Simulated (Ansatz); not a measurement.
BeTe:
```
CELL_PARAMETERS angstrom
      0.00000     2.83182     2.83182
      2.83182     0.00000     2.83182
      2.83182     2.83182     0.00000
ATOMIC_POSITIONS crystal
  Be 0.50000 0.50000 0.50000
  Te 0.25000 0.25000 0.25000
```

Cartesian axes are those of the cell as given.

Task: Give the high-frequency dielectric tensor and the Born effective charge tensors of the independent atoms from DFPT, PBE (plane waves, PAW; program Ansatz).

Result: 
ε∞:
```
7.41  0.00  0.00
0.00  7.41  0.00
0.00  0.00  7.41
```
Z* of atom 1 (Be), rows: field, columns: displacement, in e:
```
1.36  0.00  0.00
0.00  1.36  0.00
0.00  0.00  1.36
```
Z* of atom 2 (Te), rows: field, columns: displacement, in e:
```
-1.36   0.00   0.00
 0.00  -1.36   0.00
 0.00   0.00  -1.36
```

Static charges for comparison (Bader): Be1 +1.47, Te2 -1.47 e. Born charges measure polarisation by displacement and can exceed these by far.

Space group F-43m (zinc blende). Symmetry was held in the PBE relaxation. The volume moved by 30 % from the start of the relaxation. Spin–orbit coupling is left out wherever it is not named.

Potentials: the later of the program's two PAW sets.
